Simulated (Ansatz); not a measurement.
Input:

Nb:
```cif
data_Nb4
_chemical_formula_sum 'Nb4'
_space_group_name_H-M_alt 'Fm-3m'
_space_group_IT_number 225
_space_group_name_Hall '-F 4 2 3'
_cell_length_a 4.13926
_cell_length_b 4.13926
_cell_length_c 4.13926
_cell_angle_alpha 90.000
_cell_angle_beta 90.000
_cell_angle_gamma 90.000
loop_
_atom_site_label
_atom_site_type_symbol
_atom_site_symmetry_multiplicity
_atom_site_Wyckoff_symbol
_atom_site_fract_x
_atom_site_fract_y
_atom_site_fract_z
_atom_site_occupancy
Nb1 Nb 4 a 0.00000 0.00000 0.00000 1
```
(The calculation used a cell of 1 atom; values per cell refer to that cell.)

This is the LDA-relaxed structure.

### Question
All from the program Ansatz at the LDA level (PAW), unless another level is named. Give the bulk modulus (Birch–Murnaghan fit).

### Answer
182 GPa.

### Question
Give the elastic constants (relaxed ions, GPa).

### Answer
C11 = -28.5, C12 = 288, C44 = -78.6.

The workflow started from an entry of the Crystallography Open Database (COD), which files this formula under 2 space groups. It is not the phase usual at ambient conditions (space group No. 229). The LDA relaxation kept the symmetry of its start. At this level the phase is mechanically unstable. No spin polarisation was allowed. As this level gives no gap, shear constants depend on the k-mesh and smearing (Fermi–Dirac, 0.1 eV here).

Potentials: the earlier of the program's two PAW sets.
